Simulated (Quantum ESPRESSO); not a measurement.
## Au3MoAl3Zr (input and log of a self-consistent run)

Computed values, not a measurement. The program is pw.x of Quantum ESPRESSO 7.5 (plane-wave density functional theory). The cell is made up: eight metal atoms on a face-centred cubic lattice, with elements, volume, strain and displacements drawn at random and not relaxed, so it may be unstable or far from any real phase. PseudoDojo standard norm-conserving files set the functional (PBE unless stated); there is no spin polarisation or spin-orbit coupling, the Fermi-Dirac width of 0.25 eV means electrons at about 2900 K, and the masses in the input are unused placeholders. Heavy elements are run without spin-orbit coupling, which real alloys of them have. A spin test at this wide smearing found no moment, but such smearing suppresses magnetism that the real alloy may have.

Input:

```
&control calculation='scf', pseudo_dir='./dojo.nc.sr.pbe.v0_5.standard.upf', outdir='./o', disk_io='minimal', tprnfor=.true., tstress=.true. /
&system ibrav=0, nat=8, ntyp=4, nbnd=56, ecutwfc=79.96652505, nosym=.true., tot_charge=0,
 occupations='smearing', smearing='fd', degauss=0.0183746611
/
&electrons conv_thr=1.470e-08, electron_maxstep=70, mixing_beta=0.5 /
ATOMIC_SPECIES
Al 1.0 Al.upf
Au 1.0 Au.upf
Mo 1.0 Mo.upf
Zr 1.0 Zr.upf
CELL_PARAMETERS angstrom
0.0 -2.0834 -2.0517
-4.1667 2.0834 -2.0517
6.2501 6.2501 -4.1034
ATOMIC_POSITIONS angstrom
Au 0.0605 -0.0176 0.0152
Au 0.0749 2.1429 -2.1406
Mo 0.0044 4.1743 -4.1071
Al 4.2787 4.1217 -4.0261
Au -2.1213 0.0392 -2.1097
Zr -2.0204 2.0132 -4.1933
Al 2.1326 2.1081 -4.0717
Al 2.0288 4.1618 -6.1161
K_POINTS automatic
8 5 3 1 1 1
```

The log is shortened where brackets say so; the opening notice, blank lines, dates and the lines on written files are dropped, and the path of the files is cut. It prints rydbergs, bohrs and kilobars, and counts compression as positive stress. Its total energy is the free energy E - TS of the whole cell.

```
     Program PWSCF v.7.5
     Parallel version (MPI & OpenMP), running on       4 processor cores
     Number of MPI processes:                 4
     Threads/MPI process:                     1
     [start-up lines left out]
     bravais-lattice index     =            0
     lattice parameter (alat)  =       5.5256  a.u.
     unit-cell volume          =     961.5327 (a.u.)^3
     number of atoms/cell      =            8
     number of atomic types    =            4
     number of electrons       =        92.00
     number of Kohn-Sham states=           56
     kinetic-energy cutoff     =      79.9665  Ry
     charge density cutoff     =     319.8661  Ry
     scf convergence threshold =      1.5E-08
     mixing beta               =       0.5000
     number of iterations used =            8  plain     mixing
     Exchange-correlation= PBE
                           (   1   4   3   4   0   0   0)
     [axes and pseudopotential details left out]
   Cartesian axes
     site n.     atom                  positions (alat units)
         1        Au     tau(   1) = (   0.0206905  -0.0060191   0.0051983  )
         2        Au     tau(   2) = (   0.0256152   0.7328551  -0.7320685  )
         3        Mo     tau(   3) = (   0.0015048   1.4275781  -1.4045962  )
         4        Al     tau(   4) = (   1.4632821   1.4095893  -1.3768949  )
         5        Au     tau(   5) = (  -0.7254681   0.0134061  -0.7215010  )
         6        Zr     tau(   6) = (  -0.6909611   0.6884987  -1.4340760  )
         7        Al     tau(   7) = (   0.7293326   0.7209538  -1.3924897  )
         8        Al     tau(   8) = (   0.6938338   1.4233032  -2.0916586  )
     number of k points=    60  Fermi-Dirac smearing, width (Ry)=  0.0184
                       cart. coord. in units 2pi/alat
        k(    1) = (  -0.0091374   0.0171783  -0.1065175), wk =   0.0333333
        k(    2) = (  -0.1260986  -0.0997800   0.0122479), wk =   0.0333333
     [further k points left out]
     Dense  grid:    92939 G-vectors     FFT dimensions: (  32,  60, 108)
     Estimated max dynamical RAM per process >     300.49 MB
     Estimated total dynamical RAM >       1.11 GB
     Initial potential from superposition of free atoms
     starting charge      91.9885, renormalised to      92.0000
     Starting wfcs are   62 randomized atomic wfcs
     total cpu time spent up to now is        3.9 secs
     per-process dynamical memory:   242.0 Mb
     Self-consistent Calculation
     iteration #  1     ecut=    79.97 Ry     beta= 0.50
     Davidson diagonalization with overlap
     ethr =  1.00E-02,  avg # of iterations =  3.4
     total cpu time spent up to now is       11.5 secs
     total energy              =   -1142.43879124 Ry
     estimated scf accuracy    <       4.22462416 Ry
     iteration #  2     ecut=    79.97 Ry     beta= 0.50
     Davidson diagonalization with overlap
     ethr =  4.59E-03,  avg # of iterations =  4.7
     total cpu time spent up to now is       20.9 secs
     total energy              =   -1139.78394189 Ry
     estimated scf accuracy    <      69.20506328 Ry
     iteration #  3     ecut=    79.97 Ry     beta= 0.50
     Davidson diagonalization with overlap
     ethr =  4.59E-03,  avg # of iterations =  6.2
     total cpu time spent up to now is       30.7 secs
     total energy              =   -1144.50647175 Ry
     estimated scf accuracy    <       4.84657206 Ry
     iteration #  4     ecut=    79.97 Ry     beta= 0.50
     Davidson diagonalization with overlap
     ethr =  4.59E-03,  avg # of iterations =  2.0
     total cpu time spent up to now is       37.0 secs
     total energy              =   -1144.94162369 Ry
     estimated scf accuracy    <       1.21058127 Ry
     iteration #  5     ecut=    79.97 Ry     beta= 0.50
     Davidson diagonalization with overlap
     ethr =  1.32E-03,  avg # of iterations =  1.8
     total cpu time spent up to now is       43.2 secs
     total energy              =   -1144.98675989 Ry
     estimated scf accuracy    <       0.31318146 Ry
     [iterations 6 to 12 left out]
     iteration # 13     ecut=    79.97 Ry     beta= 0.50
     Davidson diagonalization with overlap
     ethr =  1.20E-09,  avg # of iterations =  2.9
     total cpu time spent up to now is      101.2 secs
     total energy              =   -1145.00431078 Ry
     estimated scf accuracy    <       0.00000034 Ry
     iteration # 14     ecut=    79.97 Ry     beta= 0.50
     Davidson diagonalization with overlap
     ethr =  3.66E-10,  avg # of iterations =  2.0
     total cpu time spent up to now is      107.6 secs
     total energy              =   -1145.00431081 Ry
     estimated scf accuracy    <       0.00000021 Ry
     iteration # 15     ecut=    79.97 Ry     beta= 0.50
     Davidson diagonalization with overlap
     ethr =  2.32E-10,  avg # of iterations =  1.8
     total cpu time spent up to now is      113.8 secs
     total energy              =   -1145.00431082 Ry
     estimated scf accuracy    <       0.00000007 Ry
     iteration # 16     ecut=    79.97 Ry     beta= 0.50
     Davidson diagonalization with overlap
     ethr =  8.11E-11,  avg # of iterations =  2.1
     total cpu time spent up to now is      120.4 secs
     total energy              =   -1145.00431082 Ry
     estimated scf accuracy    <       0.00000021 Ry
     iteration # 17     ecut=    79.97 Ry     beta= 0.50
     Davidson diagonalization with overlap
     ethr =  8.11E-11,  avg # of iterations =  2.0
     total cpu time spent up to now is      126.7 secs
     End of self-consistent calculation
     [lines on levels left out]
!    total energy              =   -1145.00431083 Ry
     estimated scf accuracy    <          2.6E-09 Ry
     smearing contrib. (-TS)   =      -0.07182036 Ry
     internal energy E=F+TS    =   -1144.93249048 Ry
     The total energy is F=E-TS. E is the sum of the following terms:
     one-electron contribution =    -801.83468466 Ry
     hartree contribution      =     438.36106965 Ry
     xc contribution           =    -203.42315350 Ry
     ewald contribution        =    -578.03572196 Ry
     convergence has been achieved in  17 iterations
     Forces acting on atoms (cartesian axes, Ry/au):
     atom    1 type  2   force =    -0.04450347   -0.00739924   -0.00091385
     atom    2 type  2   force =     0.01581351   -0.01725517    0.00698155
     atom    3 type  3   force =     0.02562273    0.03952594   -0.03371596
     atom    4 type  1   force =    -0.00719406    0.01181470   -0.01376846
     atom    5 type  2   force =     0.00948354   -0.03176722    0.03500725
     atom    6 type  4   force =    -0.00313789    0.00437679    0.00680856
     atom    7 type  1   force =    -0.00503011    0.00930100   -0.00851768
     atom    8 type  1   force =     0.00894574   -0.00859681    0.00811859
     Total force =     0.095778     Total SCF correction =     0.000300
     Computing stress (Cartesian axis) and pressure
          total   stress  (Ry/bohr**3)                   (kbar)     P=      -10.00
  -0.00015372  -0.00005030   0.00008862          -22.61       -7.40       13.04
  -0.00005030  -0.00001376   0.00002490           -7.40       -2.02        3.66
   0.00008862   0.00002490  -0.00003653           13.04        3.66       -5.37
     init_run     :      3.68s CPU      3.79s WALL (       1 calls)
     electrons    :    122.63s CPU    122.88s WALL (       1 calls)
     forces       :      1.23s CPU      1.24s WALL (       1 calls)
     stress       :      4.25s CPU      4.25s WALL (       1 calls)
     [timing details left out]
     PWSCF        :   2m11.87s CPU   2m12.27s WALL
     JOB DONE.
```

In other units: free energy -15578.577 eV for the cell, pressure -1.00 GPa, largest force component 1.144 eV/Å in size. The run took 134 s of wall time with four MPI processes on a shared machine (AMD EPYC, Zen 5, virtual cores), so the time is rough. A rerun of this cell at a higher cutoff and on a denser mesh moved values by no more than 0.002 eV in energy, 0.11 GPa in stress and 0.010 eV/Å in force, and a second program with other atomic files agreed on that cell to 2 % rms in force and 0.5 GPa in pressure.